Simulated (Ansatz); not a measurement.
Relaxation of a randomly generated symmetric cell of WSe2 (space group No. 65); 3 atoms in the cell, which starts as Cmmm (No. 65), oS6; a = 4.5859 Å, b = 4.8926 Å, c = 6.3331 Å, α = β = γ = 90.00°. All values below come from r2SCAN (plane waves to 500 eV, PAW, scalar-relativistic; Ansatz, a program for electronic structure). Γ-centred k-mesh 7×7×4 on the run's cell (coarser than for final values), Fermi–Dirac smearing 0.05 eV. This is the first round of the run. 

The optimiser's lines from the output (shortened; P is positive under compression):

```
relax step   1: F+E_penalty+E_count = -21346.06111431 eV  Δ(F+E_penalty+E_count) = +0.000e0 eV  max|allowed force component| = 3.486e-28 eV/Å  Δτ_max = 0.0000 Å  P = +5.462 GPa  Ω = 71.047 Å³  (12 SCF iters, dr2 threshold 1.00e-7 eV, accepted)
relax step   2: F+E_penalty+E_count = -21346.75797452 eV  Δ(F+E_penalty+E_count) = -6.969e-1 eV  max|allowed force component| = 2.120e-30 eV/Å  Δτ_max = 0.0000 Å  P = -0.798 GPa  Ω = 71.647 Å³  (9 SCF iters, dr2 threshold 3.00e-7 eV, accepted)
relax step   3: F+E_penalty+E_count = -21347.29809790 eV  Δ(F+E_penalty+E_count) = -5.401e-1 eV  max|allowed force component| = 5.999e-31 eV/Å  Δτ_max = 0.0000 Å  P = -3.190 GPa  Ω = 69.977 Å³  (8 SCF iters, dr2 threshold 3.00e-7 eV, accepted)
relax step   4: F+E_penalty+E_count = -21347.85859077 eV  Δ(F+E_penalty+E_count) = -5.605e-1 eV  max|allowed force component| = 3.188e-30 eV/Å  Δτ_max = 0.0000 Å  P = -4.115 GPa  Ω = 67.677 Å³  (8 SCF iters, dr2 threshold 3.00e-7 eV, accepted)
relax step   5: F+E_penalty+E_count = -21348.42789499 eV  Δ(F+E_penalty+E_count) = -5.693e-1 eV  max|allowed force component| = 5.259e-31 eV/Å  Δτ_max = 0.0000 Å  P = -4.008 GPa  Ω = 65.010 Å³  (7 SCF iters, dr2 threshold 3.00e-7 eV, accepted)
relax step   6: F+E_penalty+E_count = -21348.99699168 eV  Δ(F+E_penalty+E_count) = -5.691e-1 eV  max|allowed force component| = 8.217e-31 eV/Å  Δτ_max = 0.0000 Å  P = -3.028 GPa  Ω = 62.230 Å³  (8 SCF iters, dr2 threshold 3.00e-7 eV, accepted)
relax step   7: F+E_penalty+E_count = -21349.53677644 eV  Δ(F+E_penalty+E_count) = -5.398e-1 eV  max|allowed force component| = 1.282e-30 eV/Å  Δτ_max = 0.0000 Å  P = -0.308 GPa  Ω = 59.350 Å³  (8 SCF iters, dr2 threshold 3.00e-7 eV, accepted)
relax step   8: F+E_penalty+E_count = -21350.02221278 eV  Δ(F+E_penalty+E_count) = -4.854e-1 eV  max|allowed force component| = 2.104e-30 eV/Å  Δτ_max = 0.0000 Å  P = +0.500 GPa  Ω = 58.819 Å³  (8 SCF iters, dr2 threshold 3.00e-7 eV, accepted)
relax step   9: F+E_penalty+E_count = -21350.54785479 eV  Δ(F+E_penalty+E_count) = -5.256e-1 eV  max|allowed force component| = 1.972e-30 eV/Å  Δτ_max = 0.0000 Å  P = +4.708 GPa  Ω = 56.881 Å³  (8 SCF iters, dr2 threshold 3.00e-7 eV, accepted)
relax step  10: F+E_penalty+E_count = -21351.12706999 eV  Δ(F+E_penalty+E_count) = -5.792e-1 eV  max|allowed force component| = 2.104e-30 eV/Å  Δτ_max = 0.0000 Å  P = +3.762 GPa  Ω = 57.449 Å³  (8 SCF iters, dr2 threshold 3.00e-7 eV, accepted)
relax step  11: F+E_penalty+E_count = -21351.97611884 eV  Δ(F+E_penalty+E_count) = -8.490e-1 eV  max|allowed force component| = 1.643e-30 eV/Å  Δτ_max = 0.0000 Å  P = +9.537 GPa  Ω = 54.832 Å³  (7 SCF iters, dr2 threshold 3.00e-7 eV, accepted)
relax step  12: F+E_penalty+E_count = -21352.47431992 eV  Δ(F+E_penalty+E_count) = -4.982e-1 eV  max|allowed force component| = 2.104e-30 eV/Å  Δτ_max = 0.0000 Å  P = +14.596 GPa  Ω = 53.714 Å³  (7 SCF iters, dr2 threshold 3.00e-7 eV, accepted)
relax step  13: F+E_penalty+E_count = -21352.66111584 eV  Δ(F+E_penalty+E_count) = -1.868e-1 eV  max|allowed force component| = 4.026e-31 eV/Å  Δτ_max = 0.0000 Å  P = -3.118 GPa  Ω = 60.133 Å³  (7 SCF iters, dr2 threshold 3.00e-7 eV, accepted)
relax step  14: F+E_penalty+E_count = -21352.70978343 eV  Δ(F+E_penalty+E_count) = -4.867e-2 eV  max|allowed force component| = 1.972e-30 eV/Å  Δτ_max = 0.0000 Å  P = -0.280 GPa  Ω = 59.080 Å³  (7 SCF iters, dr2 threshold 3.00e-7 eV, accepted)
relax step  15: F+E_penalty+E_count = -21352.71984466 eV  Δ(F+E_penalty+E_count) = -1.006e-2 eV  max|allowed force component| = 1.118e-30 eV/Å  Δτ_max = 0.0000 Å  P = -0.794 GPa  Ω = 59.342 Å³  (6 SCF iters, dr2 threshold 3.00e-7 eV, accepted)
relax step  16: F+E_penalty+E_count = -21352.72688839 eV  Δ(F+E_penalty+E_count) = -7.044e-3 eV  max|allowed force component| = 4.257e-30 eV/Å  Δτ_max = 0.0000 Å  P = -0.006 GPa  Ω = 59.016 Å³  (6 SCF iters, dr2 threshold 3.00e-7 eV, accepted)
relax step  17: F+E_penalty+E_count = -21352.72735338 eV  Δ(F+E_penalty+E_count) = -4.650e-4 eV  max|allowed force component| = 2.367e-30 eV/Å  Δτ_max = 0.0000 Å  P = +0.031 GPa  Ω = 58.996 Å³  (5 SCF iters, dr2 threshold 3.00e-7 eV, accepted)
relax step  18: F+E_penalty+E_count = -21352.72730338 eV  Δ(F+E_penalty+E_count) = +5.000e-5 eV  max|allowed force component| = 1.052e-30 eV/Å  Δτ_max = 0.0000 Å  P = -0.006 GPa  Ω = 59.021 Å³  (5 SCF iters, dr2 threshold 5.02e-8 eV, rejected (line search))
relax step  19: F+E_penalty+E_count = -21352.72738892 eV  Δ(F+E_penalty+E_count) = -3.554e-5 eV  max|allowed force component| = 3.944e-31 eV/Å  Δτ_max = 0.0000 Å  P = +0.001 GPa  Ω = 59.012 Å³  (8 SCF iters, accepted)
relax step  20: F+E_penalty+E_count = -21352.76702994 eV  Δ(F+E_penalty+E_count) = -3.964e-2 eV  max|allowed force component| = 4.142e-30 eV/Å  Δτ_max = 0.0000 Å  P = +0.982 GPa  Ω = 59.012 Å³  stress off target by 1.85e0 GPa  SCF on the basis re-selected at this cell (its energy is not comparable with the rows above)  (9 SCF iters)
relax step  21: F+E_penalty+E_count = -21352.77096826 eV  Δ(F+E_penalty+E_count) = -3.938e-3 eV  max|allowed force component| = 3.681e-30 eV/Å  Δτ_max = 0.0000 Å  P = +0.081 GPa  Ω = 59.513 Å³  (6 SCF iters, dr2 threshold 3.00e-7 eV, accepted)
relax step  22: F+E_penalty+E_count = -21352.77120664 eV  Δ(F+E_penalty+E_count) = -2.384e-4 eV  max|allowed force component| = 1.060e-30 eV/Å  Δτ_max = 0.0000 Å  P = -0.017 GPa  Ω = 59.556 Å³  (5 SCF iters, dr2 threshold 2.88e-7 eV, accepted)
relax step  23: F+E_penalty+E_count = -21352.77134035 eV  Δ(F+E_penalty+E_count) = -1.337e-4 eV  max|allowed force component| = 1.216e-30 eV/Å  Δτ_max = 0.0000 Å  P = -0.004 GPa  Ω = 59.550 Å³  (6 SCF iters, dr2 threshold 5.71e-8 eV, accepted)
relax step  24: F+E_penalty+E_count = -21352.77140960 eV  Δ(F+E_penalty+E_count) = -6.925e-5 eV  max|allowed force component| = 3.155e-30 eV/Å  Δτ_max = 0.0000 Å  P = -0.003 GPa  Ω = 59.550 Å³  stress off target by 1.78e-2 GPa  SCF on the basis re-selected at this cell (its energy is not comparable with the rows above)  (6 SCF iters)
```

From the first to the last row the energy changes by -2.24 eV/atom and the volume by -16.2 %. The last row is marked as not comparable with the walk above it, whose basis was carried along; it does compare with step 1, since both stand on a basis selected at the nominal cutoff for their own cell.

Energy and pressure jump between steps 19 and 20 at one geometry, where the plane-wave basis was selected anew. While the cell walks, the set of plane waves is carried along, so its effective cutoff drifts with the strain; re-selecting it at 500 eV moved the energy by -0.013 eV/atom and the pressure by 1.0 GPa. Only step 1 and rows on a re-selected basis compare with each other.

Step 18 was rejected by the optimiser.

Later rounds, restarted from the end of this one on a renewed k-mesh, logged 12 more steps. The final structure after all rounds: P4/mmm (No. 123), tP3; a = b = 4.3912 Å, c = 3.0873 Å, α = β = γ = 90.00°. Between re-selections the logged energies stand on a plane-wave basis carried along with the cell. No spin polarisation in the result.

The run could not lose the symmetry of its start: the end is stationary, and may be a saddle point rather than a minimum.

All atoms sit on sites fixed by symmetry, so only the cell could relax.

The relaxed structure here is a generated cell of WSe2: the first start was made by a random draw of sites in a space group, and the end was not matched to a known phase here, so it may be hypothetical. Known forms of WSe2 include space group No. 194.
